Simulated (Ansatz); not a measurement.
Relaxed-ion elastic tensor of Ti2SnC in space group P6_3/mmc (No. 194; Ti on 4f, Sn on 2d, C on 2a) in GPa (Voigt order), DFT-r²SCAN in the program Ansatz with PAW potentials; density 6.31 g/cm³, 14.89 Å³ per atom.

```json
[
 {"": "1", "1": "276", "2": "84.9", "3": "74.7", "4": "0.0", "5": "0.0", "6": "0.0"},
 {"": "2", "1": "84.9", "2": "276", "3": "74.7", "4": "0.0", "5": "0.0", "6": "0.0"},
 {"": "3", "1": "74.7", "2": "74.7", "3": "280", "4": "0.0", "5": "0.0", "6": "0.0"},
 {"": "4", "1": "0.0", "2": "0.0", "3": "0.0", "4": "101", "5": "0.0", "6": "0.0"},
 {"": "5", "1": "0.0", "2": "0.0", "3": "0.0", "4": "0.0", "5": "101", "6": "0.0"},
 {"": "6", "1": "0.0", "2": "0.0", "3": "0.0", "4": "0.0", "5": "0.0", "6": "95.6"}
]
```

Task: Is the crystal mechanically stable?

Result: Yes: the smallest eigenvalue of C is 95.6 GPa.

Task: Work out the Voigt, Reuss and Hill averages.

Result: K_V = 145, K_R = 145, K_H = 145; G_V = 99.5, G_R = 99.4, G_H = 99.4 GPa.

Task: Give Young's modulus, Poisson's ratio, Pugh's ratio and the universal anisotropy index.

Result: E = 9KG/(3K + G) = 243 GPa; ν = 0.22; K/G = 1.45 (brittle by the Pugh limit of 1.75); A_U = 5G_V/G_R + K_V/K_R − 6 = 0.01.

Task: Estimate the sound speeds and the Debye temperature.

Result: v_l = √((K + 4G/3)/ρ) = 6620 m/s, v_t = √(G/ρ) = 3970 m/s, mean 4390 m/s; Θ = (h/k)(3n/4πV)^(1/3) v_m = 531 K.

Task: Solve the Christoffel equation for the three sound speeds along x, y, z.

Result: Eigenvalues of C_ijkl n_j n_l equal ρv². In km/s, slowest first: x 3.89, 4.00, 6.61; y 3.89, 4.00, 6.61; z 4.00, 4.00, 6.66.

Task: How much does each axis shrink under pressure?

Result: Linear compressibilities β_i = Σ_j S_ij (j = 1 to 3): x 2.3, y 2.3, z 2.4 per TPa.

The workflow started from a Materials Project entry (that database holds measured and hypothetical structures alike); the Crystallography Open Database copy checked does not list it. Whether it is the stable phase at ambient conditions was not checked. The cell was relaxed with r²SCAN under the symmetry of its start; whether a distortion lowers the energy is not shown. No spin polarisation was allowed. As this level gives no gap, shear constants depend on the k-mesh and smearing (Fermi–Dirac, 0.1 eV here). Scalar-relativistic: spin–orbit coupling is off unless named, which matters more the heavier the elements.

Potentials: the later of the program's two PAW sets.
